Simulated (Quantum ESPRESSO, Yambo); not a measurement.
KLuO2 (space group R-3m, No. 166) under isotropic strain of -0.7 % on all lattice vectors. The PBEsol cell relaxed from Materials Project entry mp-1178135 was given an isotropic strain of -0.7 % on all lattice vectors, and the atoms were relaxed again. Chain: PBEsol (Quantum ESPRESSO, PseudoDojo norm-conserving, 100 Ry, without SOC); G0W0 in Yambo (4×4×4 Γ-centred k mesh, bands 2 to 122 and a 8 Ry block in the screening, 122 bands in G with the Bruneval-Gonze terminator, plasmon pole fitted at 27.2 eV); BSE (6×6×6 mesh, 12 valence and 2 conduction bands, static screening with 44 bands and a 4 Ry block, scissor 0.65 eV, Tamm-Dancoff).

```
Item                                                                          Result
-----------------------------------------------  -----------------------------------
PBEsol gap (dense path)                                                      3.60 eV
PBEsol gap Γ → F on the GW mesh                                              3.60 eV
PBEsol smallest direct gap on the GW mesh, at Γ                              3.82 eV
G0W0 direct gap at that point                                                4.47 eV
G0W0 correction to the gap Γ → F                                             0.76 eV
lowest exciton                                   no binding energy given (see below)
RPA electronic dielectric constant along x           3.98 (8×8×8 mesh, PBEsol bands)
```

Rough cost of the Yambo steps against G0W0 for 6 states: BSE about 1/2, one RPA spectrum about 1/30.

Convergence of the G0W0 settings was not tested. The BSE states are vertical excitations (zero momentum); the indirect quasiparticle gap, about 4.36 eV, is smaller than the direct one (4.47 eV on the GW mesh). Convergence of the RPA response with its 8×8×8 mesh was not tested. The lowest state covers only about 2 of the 216 k points, so the mesh doesn't resolve it: its energy and its distance from the direct gap are mesh artefacts. An extended exciton needs a far denser mesh. Axes are Cartesian, with cell vectors (Å) (1.67, 0.96, 6.09), (-1.67, 0.96, 6.09), (0.00, -1.92, 6.09).

The 4f states are in the valence at their DFT position.

The structure is a Materials Project entry; no match was found in the copy of COD used, and its stability was not checked.
